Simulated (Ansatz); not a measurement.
This guess for Mo3W is about to be relaxed.

Space group P4/mmm (No. 123). a = 4.654 Å, b = 4.654 Å, c = 3.291 Å, α = 90.00°, β = 90.00°, γ = 90.00°
```
atom  site  symmetry       x       y       z
  Mo    1a     4/mmm  0.0000  0.0000  0.0000
  Mo    2e      mmm. 0.5000  0.0000  0.5000
   W    1c     4/mmm  0.5000  0.5000  0.0000
```

All numbers below come from DFT PBE, scalar-relativistic, plane waves, PAW (Ansatz 0.2.0). Cutoff 420 eV, Gaussian smearing, Γ-centred meshes. Cell and atoms relax first on a coarse mesh and then on a finer one. In between, the cell is made exact in the group found at 0.06 Å. In metals the finer mesh still leaves noise of several meV/atom or more. The steps can't lower the symmetry of their start. No spin polarisation in the relaxation; trial moments died out in a coarse test.

A guess keeps its type if space group and coordination stay and the shape of the cell changes little (axis ratios within about 15 %, angles within 6°); the volume may change.

Question: Does it keep its structure type, or change into something else?

Answer: It keeps its type. The symmetry stays P4/mmm (No. 123). The volume per atom shrinks by 10.9 %, from 17.8 to 15.9 Å³. The shortest distance goes from 2.85 Å (Mo–W and Mo–Mo) to 2.74 Å (Mo–W and Mo–Mo). The ratio c/a of the conventional cell changes by a factor of 1.00. Counting neighbours within 15 % of an atom's shortest distance, the start has Mo 8, W 8 and the end Mo 8, W 8.

The last run used a 10×10×14 mesh (in the run's order of axes) for its 4-atom cell and Gaussian smearing of 0.10 eV. These runs have no spin–orbit coupling, which can matter for W. Symmetry constrained the relaxation, so the result can be a saddle point.
